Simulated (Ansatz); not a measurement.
BN (rock salt, space group No. 225), the program Ansatz at the PBE level (PAW), all energies at zero smearing, with the estimated change up to a 700 eV cutoff added, with one set of potentials and settings (totals compare only within such a set). Cell of 2 atoms (1 N, 1 B): -538.778 eV.

| element | reference phase | E (eV/atom) |
|---|---|---|
| N | Pa-3, 8 atoms in the cell | -384.0325 |
| B | R-3m, 12 atoms in the cell | -155.9161 |

Formation energy per atom, worked out: (-538.778 − 1×(-384.0325) − 1×(-155.9161))/2 = 0.585 eV/atom (56 kJ per mol of atoms), at 0 K, without zero-point energy or fitted corrections.

Space group Fm-3m (rock salt). The cell is a constructed one: a structure type filled with these elements; neither database checked (COD, Materials Project) lists it. It is not the phase usual at ambient conditions (space group No. 186, 194, 216). The cell was relaxed with PBE under the symmetry of its start. At this level the phase is dynamically unstable (imaginary phonons). The references are the lowest solids computed at this level, not always the standard phases (solids in place of the gases).

Potentials: the later of the program's two PAW sets.
